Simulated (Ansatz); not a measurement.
Hf₃N₂ (R-3m): electronic heat capacity and spin susceptibility from the density of states

Method: Ansatz 0.2.0, DFT r2SCAN, scalar-relativistic, plane waves, PAW.

Cutoff 500 eV; k points 12×12×12 on the computed 5-atom cell (Γ-centred); Gaussian smearing, width 0.10 eV; no spin polarisation.

Relaxed cell: R-3m, a = 3.209 Å, b = 3.209 Å, c = 23.315 Å, α = 90.00°, β = 90.00°, γ = 120.00°, 5 atoms in the primitive cell. Whether it is the stable form of this composition wasn't checked.

The density of states at the Fermi level is 1.198 states/eV in the cell of 5 atoms (1 formula unit; both spins, tetrahedra on a 18×18×18 mesh).

Problem. What Sommerfeld coefficient and Pauli susceptibility does this give?

Solution. Per formula unit N(E_F) = 1.198 states/eV. γ = (π²/3) k_B² N(E_F) N_A = 2.357 mJ/(mol K²) per state/eV, so γ = 2.8 mJ/(mol K²), a mole of formula units. χ_P = μ_B² N(E_F) N_A = 3.23×10⁻⁵ emu/mol per state/eV gives 3.9×10⁻⁵ emu/mol. This is the bare band result: a measured γ of the same phase is as a rule larger by a factor 1 + λ from phonons and spin fluctuations, the spin part of χ is larger by the Stoner factor, and a measured χ also holds orbital and core terms. N(E_F) at one energy is sensitive to the mesh where the density of states has sharp peaks.

Spin-orbit coupling is left out, which matters for the bands of heavy elements.